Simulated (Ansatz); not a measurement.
Trial structure of MoRu₂, not yet relaxed:

```cif
data_structure
_symmetry_space_group_name_H-M 'P 1'
_symmetry_Int_Tables_number 1
_cell_length_a 2.7690
_cell_length_b 2.7690
_cell_length_c 13.4727
_cell_angle_alpha 90.000
_cell_angle_beta 90.000
_cell_angle_gamma 120.000
_cell_volume 89.46
loop_
_atom_site_label
_atom_site_type_symbol
_atom_site_fract_x
_atom_site_fract_y
_atom_site_fract_z
_atom_site_occupancy
Mo1 Mo 0.66667 0.33333 0.25000 1
Mo2 Mo 0.33333 0.66667 0.75000 1
Ru1 Ru 0.66667 0.33333 0.91667 1
Ru2 Ru 0.66667 0.33333 0.58333 1
Ru3 Ru 0.33333 0.66667 0.08333 1
Ru4 Ru 0.33333 0.66667 0.41667 1
```

The calculation used DFT PBE, scalar-relativistic, plane waves, PAW in Ansatz. Cutoff 420 eV; k points 6×6×2 on the computed 6-atom cell (Γ-centred); Gaussian smearing, width 0.10 eV; no spin polarisation.

Energies over the elements count from the elements' standard structures at the same level, with no fitted energy shifts.

Question: Estimate its pressure, forces and energy as it stands.

Answer: The pressure is -8.4 GPa (the mean over three directions, positive in compression), the largest force is 0.13 eV/Å, and the energy is +0.08 eV/atom against the elements. The shortest distance is 2.76 Å.

Question: How much does it gain on relaxing, and where does it end?

Answer: Relaxing gains under 0.1 eV/atom (the start's value is from the coarse mesh, so the gain is rough) in 11 ionic steps and ends at +0.05 eV/atom on the finer mesh. The symmetry stays P6_3/mmc (No. 194). The volume per atom shrinks by 3.2 %, from 14.9 to 14.4 Å³. The shortest distance goes from 2.76 Å (Mo–Ru and Ru–Ru) to 2.68 Å (Ru–Ru). Conventional cell: a = 2.757 Å, c = 13.164 Å. Mo is surrounded by 6 Ru at 2.72 Å and 6 Mo at 2.76 Å; Ru is surrounded by 9 Ru at 2.68–2.76 Å and 3 Mo at 2.72 Å.

The last run used an 18×18×4 mesh (in the run's order of axes) for its 6-atom cell and Gaussian smearing of 0.10 eV. The relaxation can't lower the symmetry of the start. A structure relaxed within its symmetry needn't be a true minimum.
